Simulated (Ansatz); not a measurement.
Zn:
```xyz
2
Lattice="2.5963 0.0000 0.0000 -1.2982 2.2485 0.0000 0.0000 0.0000 4.9779" Properties=species:S:1:pos:R:3 pbc="T T T"
Zn     0.0000     1.4990     1.2445
Zn     1.2982     0.7495     3.7334
```

Relaxed with r²SCAN.

Question: Map the electron localisation function on the plane through (0.333, 0.667, 0.250) spanned by u = [1, 1, 0] and v = [1, -1, 0] in lattice vectors, from DFT-r²SCAN in the program Ansatz with PAW potentials.

Answer: x is the fraction of u, y of v (the angle between them is 90°; rows are the nearest grid lines); atoms in the plane: Zn at (0.00, 0.00), Zn at (0.50, 0.50).
```
|00001345754310000|
|00001346764310000|
|00012347874321000|
|11223468986432211|
|33344689998644333|
|44456777777765444|
|66776544444567766|
|88754433333445788|
|87543221112234578|
|76432100000123467|
|75431000000013457|
|75431000000013457|
|76431000000013467|
|87432100000123478|
|98643221112234689|
|99864433333446899|
|77776544444567777|
|44456776667765444|
|33344578887544333|
|11223457875432211|
|00012346764321000|
|00001345754310000|
|00001345754310000|
```
Scale: ten equal steps from 0.000 (start of '0') to 0.495 (end of '9'), in the order '0123456789'; x runs from 0.000 to 1.00, y from 0.000 (bottom) to 1.00 (top).

The density is the valence pseudo-density with augmentation charge, so density and ELF within about 1 Å of a nucleus are not all-electron values.

Space group P6_3/mmc (hcp (Mg type)). The r²SCAN relaxation kept the symmetry of its start; of distortions, only those at the zone centre were tested.

Potentials: the earlier of the program's two PAW sets.
